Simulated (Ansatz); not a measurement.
An ordered 8-atom cell of LaGa3N4 on the wurtzite lattice, 8 atoms and 70 valence electrons in a cell of about 108 Å³, was run 8 times in the plane-wave code Ansatz, each time on 4 threads of Arm Neoverse V2, on a shared host. The times are single readings and vary with the host's load.

```tsv
run	k mesh	irreducible k	cutoff (eV)	plane waves	bands	SCF iterations	wall time	peak host memory (GiB)
relaxation, PBE	12×12×2	38	420	2173	43	89	53 s	0.54
relaxation, r2SCAN	12×12×2	38	500	2705	43	46	?	?
bands, PBE	12×12×2	38	420	2149	41	9	?	?
single point, r2SCAN	12×12×2	38	500	2705	41	9	16 s	0.75
single point, HSE06	6×6×2	14	420	2149	41	21	93 s	2.3
single point, PBE+SOC	12×12×2	38	420	2149	82	18	?	?
field response, r2SCAN	9×9×2	50	500	2705	43	19	3.3 min	2.2
single point, PBE0	6×6×2	14	420	2149	41	25	?	?
```

(1) Estimate the missing times and memories.

Results:

(1)
```tsv
run	wall time	peak host memory (GiB)
bands, PBE	9.7 s	0.61
relaxation, r2SCAN	56 s	0.72
single point, PBE+SOC	55 s	1.5
single point, PBE0	99 s	2.3
```

Only the levels marked +SOC include spin-orbit coupling.
